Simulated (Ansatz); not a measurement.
Ir (fcc type), DFT, PBE, PAW with Ansatz's default frozen-core files, scalar-relativistic (Ansatz 0.2.0), on 1 thread of Arm Neoverse V2 (shared host).

Command: `ansatz run input.yaml --threads 1 --pin off --max-ram 3584MiB --backend cpu --events-out ev --progress --plain --runs-dir out`

```yaml
crystal:
  lattice:
    - [0.0, 1.93574972, 1.93574972]
    - [1.93574972, 0.0, 1.93574972]
    - [1.93574972, 1.93574972, 0.0]
  atoms:
    - { symbol: Ir, position: [0.0, 0.0, 0.0] }
kpoints:
  mp_grid: { grid: [18, 18, 18] }
scf:
  occupations: { method: fermi_dirac, width: 0.08 }
hamiltonian:
  xc: pbe
  pseudopotentials: { kind: paw }
output:
  forces: true
  stress: true
  write_density: true
  write_potential: true
  elf: true
  volumetric_format: npy
relax:
  f_tol: 0.005
  max_steps: 40
  cell: {}
```

Q: How large is the problem that the program sets up?

A: 195 irreducible k-points, 283 plane waves at Γ, 13 bands.

Q: About how long does it take?

A: 6.5 s of wall time for 15 SCF iterations over 3 geometries. Times on shared machines scatter by tens of per cent.
